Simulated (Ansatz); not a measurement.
GaN:
```xyz
8
Lattice="5.4681 0.0000 0.0000 0.0000 5.4681 0.0000 0.0000 0.0000 3.1825" Properties=species:S:1:pos:R:3 pbc="T T T"
Ga     1.7545     3.7136     0.0000
Ga     3.7136     1.7545     0.0000
Ga     4.4886     4.4886     1.5913
Ga     0.9796     0.9796     1.5913
N      1.7343     1.7343     0.0000
N      3.7338     3.7338     0.0000
N      0.9997     4.4684     1.5913
N      4.4684     0.9997     1.5913
```

r²SCAN (plane waves, PAW; program Ansatz) gives a gap of 2.34 eV without spin–orbit coupling, maximum on the M–Γ line, 89 % of the way from M, minimum at Γ.

Question: What happens when spin–orbit coupling is switched on?

Answer: The gap stays essentially unchanged, to 2.34 eV; maximum on the M–Γ line, 89 % of the way from M, minimum at Γ.

Question: Give the electron effective mass with spin–orbit coupling.

Answer: 0.19 mₑ (isotropic).

Question: Give the hole effective mass with spin–orbit coupling.

Answer: 0.42, 1.7, 1.9 mₑ (principal values).

Space group P4_2/mnm. The start of the workflow was typed in or built on a structure type; neither database checked (COD, Materials Project) lists it. It is not the phase usual at ambient conditions (space group No. 186, 216). The cell was relaxed with r²SCAN under the symmetry of its start; whether a distortion lowers the energy is not shown.

Potentials: the later of the program's two PAW sets.
